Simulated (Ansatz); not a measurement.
CuI$_{2}$:
```cif
data_CuI2
_chemical_formula_sum 'Cu1 I2'
_space_group_name_H-M_alt 'P 1'
_space_group_IT_number 1
_cell_length_a 5.18602
_cell_length_b 5.18602
_cell_length_c 4.37562
_cell_angle_alpha 90.000
_cell_angle_beta 90.000
_cell_angle_gamma 90.000
loop_
_space_group_symop_operation_xyz
  'x, y, z'
loop_
_atom_site_label
_atom_site_type_symbol
_atom_site_fract_x
_atom_site_fract_y
_atom_site_fract_z
_atom_site_occupancy
Cu1 Cu 0.00000 0.00000 0.00000 1
I1 I 0.00000 0.50000 0.00000 1
I2 I 0.50000 0.00000 0.00000 1
```

Relaxed with r²SCAN+D4.

Q: Which orbitals make up the states near the Fermi level in DFT-r²SCAN+D4 in the program Ansatz with PAW potentials?

A: Within 0.5 eV of the Fermi level: I 5p 85 %, Cu 3d 12 %. Projections are on Löwdin-orthogonalised atomic valence shells; empty p or d shells of many metals are not among them.

Q: Tabulate the density of states.

A: States/eV per cell of 3 atoms, in 0.25 eV bins, energy from the Fermi level.

| E (eV) | total | I 5p | Cu 3d | Cu 4s |
|---|---|---|---|---|
| -7.85 | 0.00 | 0.00 | 0.00 | 0.00 |
| -7.60 | 0.00 | 0.00 | 0.00 | 0.00 |
| -7.35 | 0.00 | 0.00 | 0.00 | 0.00 |
| -7.10 | 0.00 | 0.00 | 0.00 | 0.00 |
| -6.85 | 0.00 | 0.00 | 0.00 | 0.00 |
| -6.60 | 0.00 | 0.00 | 0.00 | 0.00 |
| -6.35 | 0.00 | 0.00 | 0.00 | 0.00 |
| -6.10 | 0.07 | 0.05 | 0.00 | 0.02 |
| -5.85 | 0.56 | 0.38 | 0.03 | 0.14 |
| -5.60 | 0.69 | 0.47 | 0.05 | 0.15 |
| -5.35 | 0.81 | 0.56 | 0.06 | 0.16 |
| -5.10 | 1.01 | 0.68 | 0.11 | 0.17 |
| -4.85 | 1.63 | 1.04 | 0.30 | 0.22 |
| -4.60 | 1.45 | 0.97 | 0.28 | 0.15 |
| -4.35 | 0.89 | 0.69 | 0.12 | 0.06 |
| -4.10 | 0.75 | 0.63 | 0.08 | 0.02 |
| -3.85 | 5.77 | 3.29 | 2.42 | 0.00 |
| -3.60 | 3.72 | 2.53 | 1.14 | 0.00 |
| -3.35 | 1.85 | 1.13 | 0.69 | 0.00 |
| -3.10 | 2.46 | 1.19 | 1.24 | 0.01 |
| -2.85 | 5.18 | 2.18 | 2.97 | 0.01 |
| -2.60 | 6.60 | 1.76 | 4.81 | 0.01 |
| -2.35 | 5.05 | 1.06 | 3.97 | 0.00 |
| -2.10 | 7.67 | 0.56 | 6.96 | 0.08 |
| -1.85 | 7.94 | 2.02 | 5.69 | 0.12 |
| -1.60 | 6.35 | 3.50 | 2.72 | 0.03 |
| -1.35 | 4.53 | 2.78 | 1.54 | 0.11 |
| -1.10 | 5.71 | 3.80 | 1.65 | 0.14 |
| -0.85 | 4.32 | 3.32 | 0.87 | 0.06 |
| -0.60 | 4.44 | 3.69 | 0.65 | 0.04 |
| -0.35 | 3.18 | 2.75 | 0.35 | 0.03 |
| -0.10 | 1.55 | 1.31 | 0.18 | 0.02 |
| 0.15 | 1.24 | 1.04 | 0.16 | 0.01 |
| 0.40 | 1.08 | 0.90 | 0.15 | 0.01 |
| 0.65 | 0.51 | 0.37 | 0.12 | 0.01 |
| 0.90 | 0.41 | 0.28 | 0.11 | 0.00 |
| 1.15 | 0.31 | 0.21 | 0.09 | 0.01 |
| 1.40 | 0.35 | 0.18 | 0.07 | 0.06 |
| 1.65 | 0.18 | 0.02 | 0.00 | 0.11 |
| 1.90 | 0.27 | 0.03 | 0.00 | 0.16 |
| 2.15 | 0.29 | 0.04 | 0.00 | 0.17 |
| 2.40 | 0.32 | 0.05 | 0.00 | 0.18 |
| 2.65 | 0.37 | 0.06 | 0.00 | 0.19 |
| 2.90 | 0.49 | 0.06 | 0.00 | 0.20 |
| 3.15 | 0.58 | 0.07 | 0.00 | 0.21 |
| 3.40 | 0.70 | 0.09 | 0.01 | 0.23 |
| 3.65 | 0.89 | 0.10 | 0.01 | 0.26 |
| 3.90 | 0.96 | 0.12 | 0.01 | 0.27 |
| 4.15 | 0.96 | 0.12 | 0.01 | 0.26 |
| 4.40 | 0.94 | 0.12 | 0.01 | 0.25 |
| 4.65 | 1.06 | 0.14 | 0.01 | 0.30 |
| 4.90 | 0.98 | 0.13 | 0.01 | 0.26 |

Space group P4/mmm. The workflow started from a Materials Project entry (that database holds measured and hypothetical structures alike); the Crystallography Open Database copy checked does not list it. Whether it is the stable phase at ambient conditions was not checked. The cell was relaxed with r²SCAN+D4 under the symmetry of its start; phonons show weakly imaginary modes. No spin polarisation was allowed. With an odd number of electrons in the cell and no spin polarisation, the count alone makes it a metal. Scalar-relativistic: spin–orbit coupling is off unless named, which matters more the heavier the elements.

Potentials: the later of the program's two PAW sets.
